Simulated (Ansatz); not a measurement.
The start is a relaxed Si2W cell displaced along its unstable phonon at q = (0, 0, ½) of its primitive reciprocal cell (87i cm⁻¹), largest move 0.15 Å. The cell and all atomic positions are relaxed at zero pressure with PBE (plane waves to 420 eV, PAW, scalar-relativistic; Ansatz, a first-principles code). The first steps use a coarse 9×9×6 k-mesh.

Starting cell:
```
CELL_PARAMETERS angstrom
      4.33678     0.00000     0.00000
     -2.16839     3.75576     0.00000
      0.00000     0.00000     5.19044
ATOMIC_POSITIONS crystal
  W  0.01997 0.03994 0.00000
  W  0.98003 0.96006 0.50000
  Si 0.33333 0.66667 0.25000
  Si 0.33333 0.66667 0.75000
  Si 0.66667 0.33333 0.25000
  Si 0.66667 0.33333 0.75000
```

Task: Which atoms feel the largest initial force, and how large is it?

Result: 0.79 eV/Å, on W1, W2 (atoms numbered as listed).

Task: How much energy is released per atom?

Result: 0.48 eV/atom.

Task: Does it find its way back to the structure it was made from?

Result: It does not go back: it reaches Cmcm (No. 63), 0.50 eV/atom below the parent.

Task: What band gap does the relaxed structure have at this level?

Result: Zero (metallic).

Task: Write out the relaxed structure.

Result: 
```cif
data_Si8W4
_chemical_formula_sum 'W4 Si8'
_space_group_name_H-M_alt 'Cmcm'
_space_group_IT_number 63
_space_group_name_Hall '-C 2c 2'
_cell_length_a 3.29472
_cell_length_b 8.56549
_cell_length_c 6.00580
_cell_angle_alpha 90.000
_cell_angle_beta 90.000
_cell_angle_gamma 90.000
loop_
_atom_site_label
_atom_site_type_symbol
_atom_site_symmetry_multiplicity
_atom_site_Wyckoff_symbol
_atom_site_fract_x
_atom_site_fract_y
_atom_site_fract_z
_atom_site_occupancy
W1 W 4 c 0.00000 0.07028 0.75000 1
Si1 Si 8 f 0.00000 0.64741 0.05896 1
```
(The calculation used a cell of 6 atoms; values per cell refer to that cell.)

Final values are on a 15×15×8 k-mesh of the relaxed cell. No spin polarisation in the result.

The run could not lose the symmetry of its start, so the end can be a saddle point.

The relaxed structure here is a generated cell of Si2W: the first start was made by placing the elements on the sites of a structure type, and the end was not matched to a known phase here, so it may be hypothetical. Known forms of Si2W include space group No. 139.
